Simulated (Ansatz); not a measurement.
**Cs₂InBiF₆: do energies and stresses tell the same story?**

Theory: DFT r2SCAN, scalar-relativistic, plane waves, PAW (Ansatz 0.2.0).

Plane waves to 500 eV, a k mesh through Γ of 6×6×6 on the computed 10-atom cell and Gaussian smearing (0.02 eV); no spin polarisation.

Relaxed cell: Fm-3m, a = 9.700 Å, b = 9.700 Å, c = 9.700 Å, α = 90.00°, β = 90.00°, γ = 90.00°, 10 atoms in the primitive cell. Whether it is the stable form of this composition wasn't checked.

Energies at zero smearing and pressures from the stress tensor, at volumes with shape and atoms relaxed:
```csv
V (Å³/atom),E − E(first) (meV/atom),P (GPa)
21.450,0.00,2.39
22.135,-7.34,1.08
22.819,-9.60,0.01
23.504,-7.70,-0.87
24.189,-2.39,-1.59
```

**Question.** Check P = −dE/dV between neighbouring volumes, and get the bulk modulus from the pressures alone.

**Answer.** With 1 eV/Å³ = 160.2 GPa:
| middle V (Å³/atom) | −ΔE/ΔV (GPa) | mean P (GPa) |
| --- | --- | --- |
| 21.793 | 1.717 | 1.737 |
| 22.477 | 0.530 | 0.548 |
| 23.162 | -0.445 | -0.429 |
| 23.846 | -1.244 | -1.230 |

The two differ by 0.02 GPa at most. The mean of two end pressures misses the average over a step by about ΔV² P″/12, up to 0.02 GPa here; with that taken off 0.00 GPa remains. Around V = 22.819 Å³/atom, the two neighbours give B = −V ΔP/ΔV = 22.819 × 1.95 / 1.369 = 32.6 GPa, against B0 = 32.3 GPa from the Birch–Murnaghan fit of the energies.

Spin–orbit coupling is left out, which can shift energies with elements as heavy as these.

Cost: 6 runs of about 22 core-minutes in all, on AMD EPYC (Zen 3) (shared hosts).